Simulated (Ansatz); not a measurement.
Input, command and steps of an Ansatz relaxation.

```yaml
crystal:
  lattice:
    - [0.0, 3.5659003462, 3.5659003462]
    - [3.5659003462, 0.0, 3.5659003462]
    - [3.5659003462, 3.5659003462, 0.0]
  atoms:
    - { symbol: Na, position: [0.0, 0.0, 0.0] }
    - { symbol: Na, position: [0.25, 0.25, 0.25] }
    - { symbol: Li, position: [0.625, 0.625, 0.625] }
    - { symbol: Li, position: [0.125, 0.625, 0.625] }
    - { symbol: Li, position: [0.625, 0.625, 0.125] }
    - { symbol: Li, position: [0.625, 0.125, 0.625] }
basis:
  ecutwfc: 420
kpoints:
  mp_grid: { grid: [4, 4, 4] }
hamiltonian:
  xc: pbe
scf:
  occupations: { method: gaussian, width: 0.1 }
  lower_state_search: "off"
output:
  forces: true
  stress: true
  eigenvalues: true
relax:
  adjacent_minimum: "off"
  f_tol: 0.04
  max_steps: 70
  cell: { stress_tol: 0.4 }
```

```bash
ansatz run input.yaml --threads 1 --pin off --max-ram 2560MiB --backend cpu --events-out ev --progress --plain --runs-dir out
```

Theory: DFT PBE, scalar-relativistic, plane waves, PAW in Ansatz.

Of 8 frames 7 are shown, positions in Å and forces in eV/Å; the SCF threshold varies from step to step. Steps run on the plane waves of an earlier cell, with a Pulay correction in the pressure. The basis is chosen afresh for the last frame, the zero of the energies, and at times for earlier ones too; energy and pressure step there, also at an unchanged geometry. Here that happened at step 6 (-14 meV/atom, 0.9 GPa); the frames before carry an error of that size.

```xyz
6
Lattice="0.0000 3.5659 3.5659 3.5659 0.0000 3.5659 3.5659 3.5659 0.0000" Properties=species:S:1:pos:R:3:forces:R:3 pbc="T T T" step=1 free_energy_over_end_meV_per_atom=367.71 pressure_GPa=16.07
Na    0.0000    0.0000    0.0000    0.0000    0.0000    0.0000
Na    1.7830    1.7830    1.7830    0.0000    0.0000    0.0000
Li    4.4574    4.4574    4.4574    0.0000    0.0000    0.0000
Li    4.4574    2.6744    2.6744    0.0000    0.0000    0.0000
Li    2.6744    2.6744    4.4574    0.0000    0.0000    0.0000
Li    2.6744    4.4574    2.6744    0.0000    0.0000    0.0000
6
Lattice="0.0000 3.7397 3.7397 3.7397 0.0000 3.7397 3.7397 3.7397 0.0000" Properties=species:S:1:pos:R:3:forces:R:3 pbc="T T T" step=2 free_energy_over_end_meV_per_atom=188.48 pressure_GPa=9.28
Na    0.0000    0.0000    0.0000    0.0000    0.0000    0.0000
Na    1.8699    1.8699    1.8699    0.0000    0.0000    0.0000
Li    4.6747    4.6747    4.6747    0.0000    0.0000    0.0000
Li    4.6747    2.8048    2.8048    0.0000    0.0000    0.0000
Li    2.8048    2.8048    4.6747    0.0000    0.0000    0.0000
Li    2.8048    4.6747    2.8048    0.0000    0.0000    0.0000
6
Lattice="0.0000 3.9136 3.9136 3.9136 0.0000 3.9136 3.9136 3.9136 0.0000" Properties=species:S:1:pos:R:3:forces:R:3 pbc="T T T" step=3 free_energy_over_end_meV_per_atom=79.65 pressure_GPa=4.78
Na    0.0000    0.0000    0.0000    0.0000    0.0000    0.0000
Na    1.9568    1.9568    1.9568    0.0000    0.0000    0.0000
Li    4.8920    4.8920    4.8920    0.0000    0.0000    0.0000
Li    4.8920    2.9352    2.9352    0.0000    0.0000    0.0000
Li    2.9352    2.9352    4.8920    0.0000    0.0000    0.0000
Li    2.9352    4.8920    2.9352    0.0000    0.0000    0.0000
6
Lattice="0.0000 4.0872 4.0872 4.0872 0.0000 4.0872 4.0872 4.0872 0.0000" Properties=species:S:1:pos:R:3:forces:R:3 pbc="T T T" step=4 free_energy_over_end_meV_per_atom=26.49 pressure_GPa=1.55
Na    0.0000    0.0000    0.0000    0.0000    0.0000    0.0000
Na    2.0436    2.0436    2.0436    0.0000    0.0000    0.0000
Li    5.1090    5.1090    5.1090    0.0000    0.0000    0.0000
Li    5.1090    3.0654    3.0654    0.0000    0.0000    0.0000
Li    3.0654    3.0654    5.1090    0.0000    0.0000    0.0000
Li    3.0654    5.1090    3.0654    0.0000    0.0000    0.0000
6
Lattice="0.0000 4.1827 4.1827 4.1827 0.0000 4.1827 4.1827 4.1827 0.0000" Properties=species:S:1:pos:R:3:forces:R:3 pbc="T T T" step=5 free_energy_over_end_meV_per_atom=18.48 pressure_GPa=0.05
Na    0.0000    0.0000    0.0000    0.0000    0.0000    0.0000
Na    2.0913    2.0913    2.0913    0.0000    0.0000    0.0000
Li    5.2284    5.2284    5.2284    0.0000    0.0000    0.0000
Li    5.2284    3.1370    3.1370    0.0000    0.0000    0.0000
Li    3.1370    3.1370    5.2284    0.0000    0.0000    0.0000
Li    3.1370    5.2284    3.1370    0.0000    0.0000    0.0000
6
Lattice="0.0000 4.1827 4.1827 4.1827 0.0000 4.1827 4.1827 4.1827 0.0000" Properties=species:S:1:pos:R:3:forces:R:3 pbc="T T T" step=6 free_energy_over_end_meV_per_atom=4.82 pressure_GPa=0.98
Na    0.0000    0.0000    0.0000    0.0000    0.0000    0.0000
Na    2.0913    2.0913    2.0913    0.0000    0.0000    0.0000
Li    5.2284    5.2284    5.2284    0.0000    0.0000    0.0000
Li    5.2284    3.1370    3.1370    0.0000    0.0000    0.0000
Li    3.1370    3.1370    5.2284    0.0000    0.0000    0.0000
Li    3.1370    5.2284    3.1370    0.0000    0.0000    0.0000
6
Lattice="0.0000 4.2481 4.2481 4.2481 0.0000 4.2481 4.2481 4.2481 0.0000" Properties=species:S:1:pos:R:3:forces:R:3 pbc="T T T" step=8 free_energy_over_end_meV_per_atom=0.00 pressure_GPa=0.37
Na    0.0000    0.0000    0.0000    0.0000    0.0000    0.0000
Na    2.1240    2.1240    2.1240    0.0000    0.0000    0.0000
Li    5.3101    5.3101    5.3101    0.0000    0.0000    0.0000
Li    5.3101    3.1861    3.1861    0.0000    0.0000    0.0000
Li    3.1861    3.1861    5.3101    0.0000    0.0000    0.0000
Li    3.1861    5.3101    3.1861    0.0000    0.0000    0.0000
```

The start puts this composition into another compound's structure type, which needn't suit it. The cell swells from 15.1 to 25.6 Å³ an atom, so the end can be far from any stable crystal. At the end the space group is Fd-3m (tolerance 0.05 Å).

The run took 6 s on 1 thread of Intel(R) Xeon(R) 6975P-C (Granite Rapids) (shared host), peak memory 0.41 GiB.

The k mesh is coarse.